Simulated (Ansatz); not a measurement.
GaP (zinc blende)

```yaml
crystal:
  lattice:
    - [0.00000, 2.75322, 2.75322]
    - [2.75322, 0.00000, 2.75322]
    - [2.75322, 2.75322, 0.00000]
  atoms:
    - { symbol: P, position: [0.75000, 0.75000, 0.75000] }
    - { symbol: Ga, position: [0.00000, 0.00000, 0.00000] }
```

This relaxed cell (volume V₀) is scaled evenly in all directions, its shape held. Symmetry pins the atoms to their sites.

The numbers are results of PBE (plane waves to 420 eV, PAW, scalar-relativistic; Ansatz, a program for electronic structure), not measurements. k mesh 10×10×10 (Γ-centred), Fermi-Dirac smearing 0.05 eV. Compression counts positive. GaP was relaxed with its symmetry unable to fall. The PAW data are Ansatz's earlier set.

At one point of the scan the stress tensor (GPa) is:

```
  -1.72     0.00     0.00
   0.00    -1.72     0.00
   0.00     0.00    -1.72
```

Question: Which point is it?
A) V/V₀ = 1.060
B) V/V₀ = 1.024
C) V/V₀ = 1.012
D) V/V₀ = 1.036

Answer: B, V/V₀ = 1.024

(Under strain, the slope of the energy per volume gives the stress and its curvature an elastic modulus.)
